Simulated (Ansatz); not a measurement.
Total density of states per atom from PBE in the plane-wave PAW code Ansatz, in 0.25 eV bins, energy from the Fermi level:

(E (eV), states/eV/atom): (-7.85, 0.09); (-7.60, 0.36); (-7.35, 0.47); (-7.10, 0.24); (-6.85, 0.39); (-6.60, 0.36); (-6.35, 0.29); (-6.10, 0.25); (-5.85, 0.21); (-5.60, 0.17); (-5.35, 0.16); (-5.10, 0.15); (-4.85, 0.18); (-4.60, 0.49); (-4.35, 0.42); (-4.10, 0.47); (-3.85, 0.49); (-3.60, 0.55); (-3.35, 0.56); (-3.10, 0.67); (-2.85, 0.66); (-2.60, 0.65); (-2.35, 0.62); (-2.10, 0.56); (-1.85, 0.53); (-1.60, 0.48); (-1.35, 0.45); (-1.10, 0.43); (-0.85, 0.30); (-0.60, 0.18); (-0.35, 0.11); (-0.10, 0.03); (0.15, 0.03); (0.40, 0.06); (0.65, 0.09); (0.90, 0.16); (1.15, 0.28); (1.40, 0.38); (1.65, 0.38); (1.90, 0.42); (2.15, 0.60); (2.40, 0.53); (2.65, 0.63); (2.90, 0.62); (3.15, 0.57); (3.40, 0.71); (3.65, 0.85); (3.90, 0.72); (4.15, 0.69); (4.40, 0.65); (4.65, 0.64)

**Question.** Which compound is it?
A. HfSiO4, I4_1/amd (Hf on 4a, Si on 4b, O on 16h)
B. Si5Te8, P-3m1 (Pearson symbol hP13)
C. SiNi, Pnma (Si on 4c, Ni on 4c)
D. Si6BAs, I-42m (B on 2a, Si on 8i, Si on 4d, As on 2b)

**Answer.** D, Si6BAs, I-42m (B on 2a, Si on 8i, Si on 4d, As on 2b). Within 0.5 eV of the Fermi level: Si 3p 65 %, B 2p 12 %, As 4p 10 %, outside the projected shells 5 %. Projections are on Löwdin-orthogonalised atomic valence shells; empty p or d shells of many metals are not among them.

The start of the workflow was typed in or built on a structure type; neither database checked (COD, Materials Project) lists it. Its standing as an ambient phase is unchecked. The cell was relaxed with PBE under the symmetry of its start; whether a distortion lowers the energy is not shown. A small band overlap can be real or an error of a semilocal functional. Spin–orbit coupling is left out wherever it is not named.

Potentials: the earlier of the program's two PAW sets.
